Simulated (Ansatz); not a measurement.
LaCrGe3 in space group P6_3/mmc (No. 194; La on 2d, Cr on 2a, Ge on 6h), plane-wave PAW r²SCAN (Ansatz code), all energies at zero smearing, with the estimated change up to a 700 eV cutoff added, with one set of potentials and settings (totals compare only within such a set). Cell of 10 atoms (2 La, 2 Cr, 6 Ge): -45117.079 eV.

```
element                             reference phase  E (eV/atom)
-------  ------------------------------------------  -----------
La                    P6_3/mmc, 4 atoms in the cell   -6264.6784
Cr       Im-3m, 2 atoms in the cell, spin-polarised   -3382.7158
Ge                       Fd-3m, 2 atoms in the cell   -4302.9041
```

Formation energy per atom, worked out: (-45117.079 − 2×(-6264.6784) − 2×(-3382.7158) − 6×(-4302.9041))/10 = -0.487 eV/atom (-47 kJ per mol of atoms), at 0 K, without zero-point energy or fitted corrections.

The workflow started from an entry of the Crystallography Open Database (COD, 295 K). Whether it is the stable phase at ambient conditions was not checked. The r²SCAN relaxation kept the symmetry of its start; its stability against distortions is not shown here. The final state is ferromagnetic, chosen from 2 collinear starts compared on coarse meshes (ties went to the first, and starts can fall back to one state), not a proven ground state. The program gave a warning on the electronic state, which may not be the lowest. The references are the lowest solids computed at this level, not always the standard phases. Spin–orbit coupling is left out wherever it is not named.

Potentials: the later of the program's two PAW sets.
